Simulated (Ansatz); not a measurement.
Os:
```
Os
1.0
    2.72850     0.00000     0.00000
   -1.36425     2.36295     0.00000
    0.00000     0.00000     4.30931
Os
2
Cartesian
  0.00000   1.57530   3.23199
  1.36425   0.78765   1.07733
```

Relaxed with PBEsol. Special points in fractions of this cell's reciprocal vectors: Γ (0.000, 0.000, 0.000); M (0.500, 0.000, 0.000); K (0.333, 0.333, 0.000); A (0.000, 0.000, 0.500); L (0.500, 0.000, 0.500); H (0.333, 0.333, 0.500).

Question: List the band energies nearest the Fermi level at these points for PBEsol in the plane-wave PAW code Ansatz.

Answer: In eV from the Fermi level; about four levels below and three above (degenerate sets whole), none deeper than 8.9 eV; … stands for higher levels left out; points with the same levels are listed once.

```tsv
k	below	above
Γ	-2.30 -2.30 -1.63 -1.63 -0.05	…
M	-3.65 -3.00 -2.65 -1.95	2.03 2.60 2.74
K	-4.73 -3.53 -3.53 -1.41	1.46 1.46 2.06
A	-3.35 -3.35 -3.35 -3.35	…
L	-1.28 -1.28 -0.24 -0.24	2.37 2.37 …
H	-3.53 -3.53 -1.44 -1.44	1.60 1.60 …
```

Space group P6_3/mmc (hcp (Mg type)). The PBEsol relaxation kept the symmetry of its start. The run is not spin-polarised. Spin–orbit coupling is left out wherever it is not named.

Potentials: the later of the program's two PAW sets.
